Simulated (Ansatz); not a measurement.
**Question.** GaSb (NiAs type, P6_3/mmc) is relaxed with DFT-PBE in the program Ansatz with PAW potentials. What lattice parameters of the conventional cell result?

**Answer.** a = 3.947 Å, c = 7.256 Å.

**Question.** Is it a metal or does it have a gap at this level?

**Answer.** No gap at this level.

The start of the workflow was typed in or built on a structure type; neither database checked (COD, Materials Project) lists it. It is not the phase usual at ambient conditions (space group No. 216). The PBE relaxation kept the symmetry of its start; whether a distortion lowers the energy is not shown. Spin–orbit coupling is left out wherever it is not named.

Potentials: the later of the program's two PAW sets.
